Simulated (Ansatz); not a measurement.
Values for one crystal, relaxed and computed with plane-wave PAW LDA (Ansatz code); other levels are named.

```yaml
volume_per_atom: 21.53 Å³
electronic_character: metallic (no gap)
Density of states at the Fermi level: 0.20 states/eV per atom (mean over ±0.08 eV)
hill_bulk_and_shear_moduli: 78.6 and 33.8 GPa
Young's modulus: 88.8 GPa
Pressure derivative B′: 4.8
mechanical_stability: stable (all eigenvalues of C positive)
```

Task: Which compound is it?
A) Cu2Se, anti-fluorite
B) CdSe, rock salt
C) ZnCdTeSe, R3m (Zn on 3a, Cd on 3a, Te on 3a, Se on 3a)
D) LaSb, rock salt

Result: B, CdSe, rock salt

Space group Fm-3m (rock salt). This is a known high-pressure phase of the composition, computed here at zero pressure and temperature. The LDA relaxation kept the symmetry of its start; its stability against distortions is not shown here. As this level gives no gap, shear constants depend on the k-mesh and smearing (Fermi–Dirac, 0.1 eV here). Spin–orbit coupling is left out wherever it is not named.

Potentials: the later of the program's two PAW sets.
